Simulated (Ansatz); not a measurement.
**WC: moving W off its site**

WC, Fm-3m, a = 4.385 Å (as given, not relaxed at this level: -5.2 GPa). This isn't the usual stable structure of the compound. Ansatz: r2SCAN, PAW, 500 eV, Γ-centred 18×18×18 mesh on 2 atoms, Gaussian smearing 0.15 eV; no spin polarisation.

```
CELL_PARAMETERS angstrom
0.00000 2.19268 2.19268
2.19268 0.00000 2.19268
2.19268 2.19268 0.00000
ATOMIC_POSITIONS crystal
W 0.00000 0.00000 0.00000
C 0.50000 0.50000 0.50000
```

Atom 1 (W) moves by x along the unit vector (0.000, -0.707, -0.707), with its periodic images; all else is held. y is the free energy of the cell over the start, F the force along the path summed over the moved atoms. Symmetry makes y even in x.

| x (Å) | y (meV) | F (eV/Å) |
| --- | --- | --- |
| -0.5000 | 1040.1 | 4.98 |
| -0.2500 | 209.6 | 1.83 |
| 0.0000 | 0.0 | 0.00 |
| 0.0625 | 10.4 | -0.35 |
| 0.1250 | 45.5 | -0.80 |
| 0.1875 | 111.4 | -1.32 |
| 0.3125 | 344.1 | -2.51 |
| 0.3750 | 526.9 | -3.36 |
| 0.4375 | ? | ? |

Problem. Fit y = c2 x² + c4 x⁴ to the energies of the other rows, give the force constant, and predict energy and force of the missing row.

Solution. Least squares on the rows shown. y = 3124.8 x² + 4163.3 x⁴. The force constant is 2 c2 = 6.25 eV/Å², for the cell as given, at -5.2 GPa (for all images moving together, not for a lone atom). With two atoms in a cubic cell this is the optical mode at Γ (in a metal it hangs on mesh and smearing): ω = 521.5 √(2 c2/μ) = 388 cm⁻¹ for μ = 11.27 u. The force −dy/dx at the missing row is -4.13 eV/Å (computed -4.05). With a term in x⁶ added, the coefficient of x² becomes 2927, 6 % less, which shows how far this figure hangs on the form. At x = 0.4375 the fit asked for gives 750.6 meV. The run gave 760.1 meV, so the fit is 9.5 meV too low, a small miss on the scale of the series.

Spin–orbit coupling is left out, which can shift energies with elements as heavy as these.